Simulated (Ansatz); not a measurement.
Au:
```
Au
1.0
    2.87559     0.00000     0.00000
   -1.43779     2.49033     0.00000
    0.00000     0.00000     4.75715
Au
2
Direct
  0.33333   0.66667   0.75000
  0.66667   0.33333   0.25000
```

Relaxed with PBEsol. Special points in fractions of this cell's reciprocal vectors: Γ (0.000, 0.000, 0.000); M (0.500, 0.000, 0.000); K (0.333, 0.333, 0.000); A (0.000, 0.000, 0.500); L (0.500, 0.000, 0.500); H (0.333, 0.333, 0.500).

### Question
List the band energies nearest the Fermi level at these points for DFT-PBEsol in the program Ansatz with PAW potentials.

### Answer
In eV from the Fermi level; about four levels below and three above (degenerate sets whole), none deeper than 8.9 eV; … stands for higher levels left out; points with the same levels are listed once.

```
k                          below                above
-  -----------------------------  -------------------
Γ  -3.61 -3.61 -2.15 -2.15 -1.11         2.89 14.41 …
M        -3.77 -1.88 -1.87 -1.67       0.33 1.52 5.83
K        -3.66 -2.39 -2.39 -2.25       2.23 2.23 3.75
A        -2.62 -2.62 -2.62 -2.62        10.95 10.95 …
L        -2.40 -2.40 -1.75 -1.75  0.40 0.40 3.95 3.95
H        -3.66 -3.66 -2.10 -2.10  4.29 4.29 4.54 4.54
```

Space group P6_3/mmc (hcp (Mg type)). The workflow started from an entry of the Crystallography Open Database (COD), which files this formula under 2 space groups. It is not the phase usual at ambient conditions (space group No. 225). The PBEsol relaxation kept the symmetry of its start; whether a distortion lowers the energy is not shown. Scalar-relativistic: spin–orbit coupling is off unless named, which matters more the heavier the elements.

Potentials: the later of the program's two PAW sets.
